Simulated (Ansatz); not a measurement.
Computed with Ansatz, DFT PBE, scalar-relativistic, plane waves, PAW. All cells share a 420 eV cutoff and Γ-centred k meshes spaced at most about 0.3 Å⁻¹ (2π included). No spin polarisation in the final relaxations.

Temperature and zero-point effects are left out.

Compare these two cells of Al₂GaP₃, each relaxed at this level.

A.

```yaml
crystal:
  lattice:
    - [3.89397, 0.00000, 0.00000]
    - [-1.94699, 3.37228, 0.00000]
    - [0.00000, 0.00000, 9.53928]
  atoms:
    - { symbol: Al, position: [0.00000, 0.00000, 0.00013] }
    - { symbol: Al, position: [0.33333, 0.66667, 0.66679] }
    - { symbol: Ga, position: [0.66667, 0.33333, 0.33316] }
    - { symbol: P, position: [0.00000, 0.00000, 0.74991] }
    - { symbol: P, position: [0.33333, 0.66667, 0.41723] }
    - { symbol: P, position: [0.66667, 0.33333, 0.08279] }
```

B.

```yaml
crystal:
  lattice:
    - [3.88588, 0.00000, 0.00000]
    - [-1.94294, 3.36527, 0.00000]
    - [0.00000, 0.00000, 19.16456]
  atoms:
    - { symbol: Al, position: [0.33333, 0.66667, 0.00002] }
    - { symbol: Al, position: [0.33333, 0.66667, 0.66649] }
    - { symbol: Al, position: [0.66667, 0.33333, 0.16649] }
    - { symbol: Al, position: [0.66667, 0.33333, 0.50002] }
    - { symbol: Ga, position: [0.33333, 0.66667, 0.33367] }
    - { symbol: Ga, position: [0.66667, 0.33333, 0.83367] }
    - { symbol: P, position: [0.33333, 0.66667, 0.12487] }
    - { symbol: P, position: [0.33333, 0.66667, 0.45862] }
    - { symbol: P, position: [0.33333, 0.66667, 0.79133] }
    - { symbol: P, position: [0.66667, 0.33333, 0.29133] }
    - { symbol: P, position: [0.66667, 0.33333, 0.62487] }
    - { symbol: P, position: [0.66667, 0.33333, 0.95862] }
```

Task: Which form is favoured at zero pressure, and by what margin per atom?

Result: A is lower, by 6 meV/atom. A has Al and Ga ordered on zinc blende sites, space group P3m1 (No. 156), 20.9 Å³/atom and a gap of 1.61 eV on its mesh; B has Al and Ga ordered on wurtzite sites, space group P6_3mc (No. 186), 20.9 Å³/atom and a gap of 1.52 eV. Counting P atoms around Al and Ga (those within 1.25 times the shortest such distance or 1.15 times the sum of covalent radii), A and B both have Al 4, Ga 4. Both come from invented guesses.

Kohn–Sham gaps at this level usually fall short of measured ones. Cells relaxed within their symmetry can be saddle points.
